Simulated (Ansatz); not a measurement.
ScPt:
```
CELL_PARAMETERS angstrom
      3.28557     0.00000     0.00000
      0.00000     3.28557     0.00000
      0.00000     0.00000     3.28557
ATOMIC_POSITIONS crystal
  Sc 0.50000 0.50000 0.50000
  Pt 0.00000 0.00000 0.00000
```

Relaxed with r²SCAN. Special points in fractions of this cell's reciprocal vectors: Γ (0.000, 0.000, 0.000); X (0.000, 0.500, 0.000); M (0.500, 0.500, 0.000); R (0.500, 0.500, 0.500).

### Question
List the band energies nearest the Fermi level at these points for r²SCAN (plane waves, PAW; program Ansatz).

### Answer
In eV from the Fermi level; about four levels below and three above (degenerate sets whole), none deeper than 8.9 eV; points with the same levels are listed once.

```json
[
 {"k": "Γ", "below": "-5.37 -5.37 -2.95 -2.95 -2.95", "above": "1.67 1.67 3.59 3.59 3.59"},
 {"k": "X", "below": "-3.39 -3.39 -3.36 -2.56 -0.95", "above": "0.12 1.32 1.32"},
 {"k": "M", "below": "-4.02 -4.02 -1.64 -0.81", "above": "0.23 0.23 2.17"},
 {"k": "R", "below": "-1.58 -1.58 -1.41 -1.41 -1.41", "above": "3.15 3.86 3.86"}
]
```

Space group Pm-3m (CsCl type). The first step of the workflow began from a Materials Project structure, measured or hypothetical; the Crystallography Open Database files this formula in space group No. 221, but the cells were not matched. Its standing as an ambient phase is unchecked. The r²SCAN relaxation kept the symmetry of its start; whether a distortion lowers the energy is not shown. The run is not spin-polarised. Spin–orbit coupling is left out wherever it is not named.

Potentials: the later of the program's two PAW sets.
